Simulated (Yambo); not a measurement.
Yambo run on HgAl$_{2}$S$_{4}$ (space group I-4, No. 82). The wavefunctions are norm-conserving PBEsol (Quantum ESPRESSO, 66 Ry, no spin-orbit coupling) ones on a 4×4×4 mesh (25 occupied bands); a = b = c = 6.465 Å, α = β = 128.90°, γ = 75.16°.

Yambo input:

```
rim_cut
HF_and_locXC
RandQpts= 1000000
RandGvec= 1 Ry
EXXRLvcs= 66 Ry
VXCRLvcs= 264 Ry
% QPkrange
 1 | 1 | 25 | 26 |
 3 | 3 | 25 | 26 |
 6 | 6 | 25 | 26 |
 8 | 8 | 25 | 26 |
%
```

k points by index: 1 = Γ, 3 = X, 6 = N, 8 = P.

Table of the .hf output:

```
#    K-point    Band    Eo [eV]    Ehf [eV]    Vxc [eV]    Vnlxc [eV]
#
    1    25    -0.056647    -3.129222    -13.61618    -16.68875
    1    26    2.023022    5.715154    -11.82498    -8.132848
    3    25    0.000000    -3.236436    -13.26544    -16.50187
    3    26    2.514315    6.437303    -12.24922    -8.326228
    6    25    -0.114171    -3.324893    -12.99299    -16.20371
    6    26    3.717587    8.015766    -12.86027    -8.562086
    8    25    -0.127205    -3.469305    -13.09089    -16.43299
    8    26    2.706872    6.631083    -12.53458    -8.610370
```
Exchange alone, without screening.

Geometry of the Materials Project entry, not relaxed at this level.
